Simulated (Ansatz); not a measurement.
**MoSe: which magnetic state is lowest?**

These are results of Ansatz 0.2.0, DFT PBE, scalar-relativistic, plane waves, PAW, not measurements.

```
CELL_PARAMETERS angstrom
0.00000 2.83929 2.83929
2.83929 0.00000 2.83929
2.83929 2.83929 0.00000
ATOMIC_POSITIONS crystal
Mo 0.00000 0.00000 0.00000
Se 0.25000 0.25000 0.25000
```

```json
{"plane-wave cutoff": "420 eV", "Γ-centred k-mesh": "12×12×12", "occupation rule": "Gaussian smearing, 0.1 eV", "list of starting moments (μB, in atom order)": "2 0", "check for lower electronic states after the SCF": "off"}
```

All runs keep this geometry, which stands near equilibrium for the lowest state (largest force there 0.000 eV/Å, pressure 0.0 GPa; forces reach 0.09 eV/Å in another state) and needn't be a stable compound; relaxing each order can shift differences of a few meV. A propagation vector, in units of the reciprocal vectors, doubles the cell, which takes an equally dense mesh. The large starts are 3.5 0 μB. The small starts are 0.5 0 μB. Site moments are spin moments in atom-centred spheres that scale with the neighbour distance. The states are those that the runs reached from these starts; a lower one can exist.

| start | ends | energy above lowest (meV/atom) | site moments (μB) | gap on mesh (eV) | P (GPa) |
| --- | --- | --- | --- | --- | --- |
| no spin | non-magnetic | 11.1 | none over 0.05 | metal | -1.7 |
| ferromagnetic | ferromagnetic | 0.00 | Mo +0.82 | metal | 0.0 |
| large parallel starting moments | ferromagnetic | 0.00 | Mo +0.82 | metal | 0.0 |
| antiferromagnetic, doubled cell, propagation vector (0, 0, 1/2) | antiferromagnetic | 6.79 | Mo +0.65, Mo -0.65 | metal | -0.6 |
| antiferromagnetic, doubled cell, propagation vector (0, 1/2, 1/2) | antiferromagnetic | 5.21 | Mo +0.72, Mo -0.72 | metal | -0.3 |
| small parallel starting moments | ferromagnetic | 0.00 | Mo +0.82 | metal | 0.0 |